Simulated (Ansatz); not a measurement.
GaAs:
```yaml
crystal:
  lattice:
    - [0.00000, 2.69674, 2.69674]
    - [2.69674, 0.00000, 2.69674]
    - [2.69674, 2.69674, 0.00000]
  atoms:
    - { symbol: As, position: [0.00000, 0.00000, 0.00000] }
    - { symbol: Ga, position: [0.50000, 0.50000, 0.50000] }
```

Relaxed with PBE. Special points in fractions of this cell's reciprocal vectors: Γ (0.000, 0.000, 0.000); X (0.500, 0.000, 0.500); U (0.625, 0.250, 0.625); K (0.375, 0.375, 0.750); L (0.500, 0.500, 0.500); W (0.500, 0.250, 0.750).

Problem. List the band energies nearest the Fermi level at these points for DFT-PBE in the program Ansatz with PAW potentials.

Solution. In eV from the Fermi level; about four levels below and three above (degenerate sets whole), none deeper than 8.9 eV; points with the same levels are listed once.

```csv
k,below,above
Γ,-0.12,0.05 0.05 0.05
X,-5.43 -3.60 -2.50 -2.50,3.65 10.01 10.01
U,-5.93 -4.84 -1.82 -0.44,6.03 6.98 8.34
L,-7.54,0.25 0.25 2.68
W,-5.63 -4.30 -4.30,2.35 4.09 7.64 7.64
```

Space group Fm-3m (rock salt). The start of the workflow was typed in or built on a structure type; neither database checked (COD, Materials Project) lists it. It is not the phase usual at ambient conditions (space group No. 216). The cell was relaxed with PBE under the symmetry of its start; its stability against distortions is not shown here. The volume moved by 18 % from the start of the relaxation. Spin–orbit coupling is left out wherever it is not named.

Potentials: the earlier of the program's two PAW sets.
